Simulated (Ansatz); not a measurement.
LaZn4 in space group Cmcm (No. 63; La on 4c, Zn on 4c, Zn on 4c, Zn on 8e) at seven volumes, DFT-r²SCAN in the program Ansatz with PAW potentials, shape and atoms relaxed at each. One row is withheld.

```tsv
V (Å³/atom)	P (GPa)
17.600	8.70
18.180	5.31
18.760	2.43
19.340	0.00
19.921	-2.06
20.501	?
21.081	-5.28
```

**Question.** Fit the shown pressures and predict the withheld one.

**Answer.** Third-order Birch–Murnaghan: P = (3/2)B₀(x^(7/2) − x^(5/2))[1 + (3/4)(B′ − 4)(x − 1)] with x = (V₀/V)^(2/3). Least squares on the six rows gives V₀ = 19.341 Å³/atom, B₀ = 74.47 GPa, B′ = 4.54. At V = 20.501, x = 0.9619 and P = -3.80 GPa. The run itself gave -3.80 GPa.

The workflow started from an entry of the Crystallography Open Database (COD, 296 K). Its standing as an ambient phase is unchecked. The r²SCAN relaxation kept the symmetry of its start; whether a distortion lowers the energy is not shown. Scalar-relativistic: spin–orbit coupling is off unless named, which matters more the heavier the elements.

Potentials: the later of the program's two PAW sets.
